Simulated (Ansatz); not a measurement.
AlN (wurtzite)

Space group P6₃mc (No. 186); a = b = 3.1066 Å, c = 4.9780 Å, α = β = 90.00°, γ = 120.00°

| atom | site | symmetry | x | y | z |
|---|---|---|---|---|---|
| Al | 2b | 3m. | 0.6667 | 0.3333 | 0.4966 |
| N | 2b | 3m. | 0.3333 | 0.6667 | 0.3782 |

The relaxed cell is deformed in two ways at once: its volume V is scaled, and at that volume it is stretched along z (the c axis of the conventional cell) so that c/a changes. Fractional atomic positions are held.

Computed with r2SCAN (plane waves to 500 eV, PAW, scalar-relativistic; Ansatz, a first-principles code). k mesh 12×12×7 (Γ-centred), Fermi-Dirac smearing 0.05 eV. Stress and pressure are positive under compression. As the atoms are clamped, bonds stretch with the cell, which overstates energies and stresses. AlN was relaxed with its symmetry unable to fall. The PAW data are Ansatz's earlier set. 

### Question
Predict the P (GPa) at all points of the grid V/V₀ = 0.960, 0.973, 0.987, 1.000, 1.013, 1.027, 1.040 by (c/a)/(c/a)₀ = 0.920, 0.947, 0.973, 1.000, 1.027, 1.053, 1.080.

### Answer
P (GPa), with V/V₀ across and (c/a)/(c/a)₀ down:

| (c/a)/(c/a)₀ \ V/V₀ | 0.960 | 0.973 | 0.987 | 1.000 | 1.013 | 1.027 | 1.040 |
|---|---|---|---|---|---|---|---|
| 0.920 | 10.5 | 7.1 | 4.0 | 1.1 | -1.6 | -4.2 | -6.6 |
| 0.947 | 9.6 | 6.3 | 3.2 | 0.3 | -2.4 | -5.0 | -7.4 |
| 0.973 | 9.2 | 5.9 | 2.8 | -0.1 | -2.8 | -5.3 | -7.7 |
| 1.000 | 9.3 | 6.0 | 2.9 | 0.0 | -2.7 | -5.3 | -7.7 |
| 1.027 | 9.8 | 6.5 | 3.4 | 0.4 | -2.3 | -4.9 | -7.3 |
| 1.053 | 10.7 | 7.3 | 4.2 | 1.2 | -1.6 | -4.1 | -6.6 |
| 1.080 | 11.8 | 8.4 | 5.2 | 2.3 | -0.5 | -3.2 | -5.6 |

(A scan under strain: stresses follow from slopes of the energy per volume, elastic moduli from its curvatures.)
